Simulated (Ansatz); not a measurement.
**Straining C**

The calculation used DFT LDA, scalar-relativistic, plane waves, PAW (Ansatz 0.2.0). Run with 420 eV cutoff, 14×8×6 k-mesh, Gaussian smearing of 0.10 eV, no spin polarisation.

The relaxed crystal:

```yaml
crystal:
  lattice:
    - [2.44555, 0.00000, 0.00000]
    - [0.00000, 4.23347, 0.00000]
    - [0.00000, 0.00000, 6.73532]
  atoms:
    - { symbol: C, position: [0.50000, 0.66670, 0.50000] }
    - { symbol: C, position: [0.00000, 0.83330, 0.50000] }
    - { symbol: C, position: [0.50000, 0.16670, 0.00000] }
    - { symbol: C, position: [0.00000, 0.33330, 0.00000] }
    - { symbol: C, position: [0.00000, 0.66670, 0.00000] }
    - { symbol: C, position: [0.50000, 0.83330, 0.00000] }
    - { symbol: C, position: [0.00000, 0.16670, 0.50000] }
    - { symbol: C, position: [0.50000, 0.33330, 0.50000] }
```

Deformation: biaxial strain in the a-b plane, with the length and tilt of c and the atoms relaxed, all within the symmetry that the strain leaves. Energies are extrapolated to zero smearing. On this cell's mesh the reference holds a stress of up to 0.15 GPa.

| strain (%) | ΔE (meV/atom) | a (Å) | b (Å) | c (Å) |
| --- | --- | --- | --- | --- |
| -3.0 | 68.3 | 2.372 | 4.106 | 6.668 |
| -2.0 | 29.6 | 2.397 | 4.149 | 6.684 |
| -1.0 | 7.2 | 2.421 | 4.191 | 6.696 |
| +0.0 | 0.0 | 2.446 | 4.233 | 6.735 |
| +1.0 | 6.8 | 2.470 | 4.276 | 6.718 |
| +2.0 | 26.7 | 2.494 | 4.318 | 6.729 |
| +3.0 | 58.6 | 2.519 | 4.360 | 6.740 |

Problem. What stiffness (1/V) d²E/dε² at zero strain does a cubic fit over all points give?

Solution. A cubic fit gives (1/V) d²E/dε² = 2593 GPa at zero strain (twice the biaxial modulus).

Problem. How does the free axis c answer a small strain?

Solution. Between the innermost points its strain is 0.16 times the applied one.

This form isn't the element's structure at ambient conditions.